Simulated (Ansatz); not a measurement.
**TiO2: a jump of Li**

Theory: DFT PBE, scalar-relativistic, plane waves, PAW (Ansatz 0.2.0). Settings: 420 eV cutoff, 2×2×2 k-mesh, Gaussian smearing of 0.02 eV, no spin polarisation.

Host crystal, relaxed:

```cif
data_structure
_symmetry_space_group_name_H-M 'P 1'
_symmetry_Int_Tables_number 1
_cell_length_a 4.6433
_cell_length_b 4.6433
_cell_length_c 2.9639
_cell_angle_alpha 90.000
_cell_angle_beta 90.000
_cell_angle_gamma 90.000
_cell_volume 63.90
loop_
_atom_site_label
_atom_site_type_symbol
_atom_site_fract_x
_atom_site_fract_y
_atom_site_fract_z
_atom_site_occupancy
Ti1 Ti 0.50000 0.50000 0.00000 1
Ti2 Ti 0.00000 0.00000 0.50000 1
O1 O 0.69487 0.69487 0.50000 1
O2 O 0.80513 0.19487 0.00000 1
O3 O 0.19487 0.80513 0.00000 1
O4 O 0.30513 0.30513 0.50000 1
```

In a supercell of 72 host sites with charge +1, interstitial Li hops to an equivalent place, moving 1.43 Å between the relaxed ends. Climbing-image nudged elastic band at fixed cell with images 0 (start) to 6 (end), the path measured over all atoms, converged to 0.05 eV/Å; the order of the saddle wasn't checked, and the small cell leaves errors of about a tenth of an eV.

Supercell rows in host cell vectors: 0 -2 0; -2 0 0; 1 1 -3. Li was set at (0.000, 0.500, 0.250) of the host cell.

At the relaxed start Li has 4 O at 1.84 Å, 2 Ti at 2.66 Å, 2 Ti at 2.67 Å.

**Question.** What barrier does the band give, and what surrounds the atom at the top?

**Answer.** 0.00 eV at image 5, where Li has 2 O at 1.82 Å, 2 O at 1.88 Å.

Cost: 1 run of about 4.1 core-hours, on Intel Xeon Platinum 8259CL (Skylake/Cascade Lake) (shared hosts).